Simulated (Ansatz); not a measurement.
La₂O₃:
Space group P-3m1 (No. 164); a = b = 3.8831 Å, c = 5.9510 Å, α = β = 90.00°, γ = 120.00°

```json
[
 {"atom": "La", "site": "2d", "symmetry": "3m.", "x": "0.3333", "y": "0.6667", "z": "0.2440"},
 {"atom": "O", "site": "2d", "symmetry": "3m.", "x": "0.6667", "y": "0.3333", "z": "0.3534"},
 {"atom": "O", "site": "1a", "symmetry": "-3m.", "x": "0.0000", "y": "0.0000", "z": "0.0000"}
]
```

Relaxed with LDA.

**Question.** Decompose the optical modes at the zone centre into irreducible representations, and say which are infrared and Raman allowed.

**Answer.** Point group -3m: Γ_opt = 2A1g + 2A2u + 2Eg + 2Eu. Infrared: A2u, Eu. Raman: A1g, Eg.

**Question.** Assign frequencies (DFPT, LDA in the plane-wave PAW code Ansatz; without the LO–TO term).

**Answer.** Eg 108, A1g 200, Eu 204, A2u 207, Eu 375, A1g 397, Eg 408, A2u 447 cm⁻¹.

Symmetry was held in the LDA relaxation. Scalar-relativistic: spin–orbit coupling is off unless named, which matters more the heavier the elements.

Potentials: the earlier of the program's two PAW sets. The files were generated under PBE; for other functionals the program regenerates the frozen cores, and for LDA and PBEsol the local potential too.
